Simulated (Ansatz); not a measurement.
Question: Name crystals whose computed values (the program Ansatz at the r²SCAN level (PAW)) fall in these windows: HSE06 gap (eV) 3.0 to 4.2; B₀ by P(V) fit (GPa) 180 to 230.

Answer: 

```csv
crystal,HSE06 gap (eV),B₀ by P(V) fit (GPa)
"KTaO3, cubic perovskite",3.57,209
"B6As, R-3m (B on 18h, B on 18h, As on 6c)",3.40,190
"BaTiO3, cubic perovskite",3.21,181
"Ta2O5, Pmmn (Ta on 4e, O on 4e, O on 4e, O on 2a)",3.85,202
"MgZn2O3, P-3m1 (Mg on 1a, Zn on 2d, O on 2d, O on 1b)",3.76,183
```
Others may fit too.

Not the usual ambient phase: BaTiO3, cubic perovskite. Standing as an ambient phase not checked: B6As, R-3m (B on 18h, B on 18h, As on 6c); Ta2O5, Pmmn (Ta on 4e, O on 4e, O on 4e, O on 2a); MgZn2O3, P-3m1 (Mg on 1a, Zn on 2d, O on 2d, O on 1b). Perhaps ordered models of mixed-site phases: MgZn2O3, P-3m1 (Mg on 1a, Zn on 2d, O on 2d, O on 1b). All cells were relaxed under the symmetry of their starts (and spin orders); stability against distortions was not tested throughout. Rows with no word on spin ran without spin polarisation. Spin–orbit coupling is left out wherever it is not named.

Potentials: the later of the program's two PAW sets.
